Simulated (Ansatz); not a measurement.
V (bcc (W type)), relaxed and computed with several functionals in Ansatz (plane waves, PAW). Much of their spread follows the volume that each gives.

| functional | V (Å³/atom) | K_Hill (GPa) |
|---|---|---|
| r²SCAN+D4 | 13.18 | 196 |
| LDA | 12.52 | 210 |
| r²SCAN | 13.26 | ? |
| PBE+D3(BJ) | 12.84 | 199 |
| PBEsol | 12.94 | 197 |

**Question.** Fit a straight line to ln K against ln V and predict the withheld value.

**Answer.** Least squares on the 4 shown rows: ln K = -1.39 × ln V + (8.852), with a scatter of 1.0 %. For r²SCAN this gives 192. The run itself gave 194, a miss of 1.0 % of that.

Began spin-polarised and lost the moments: V, bcc (W type) with r²SCAN+D4; V, bcc (W type) with LDA; V, bcc (W type) with r²SCAN; V, bcc (W type) with PBE+D3(BJ); V, bcc (W type) with PBEsol. All cells were relaxed under the symmetry of their starts (and spin orders); stability against distortions was not tested throughout.

Potentials: the later of the program's two PAW sets.

Ansatz (a first-principles code) is a plane-wave DFT program.
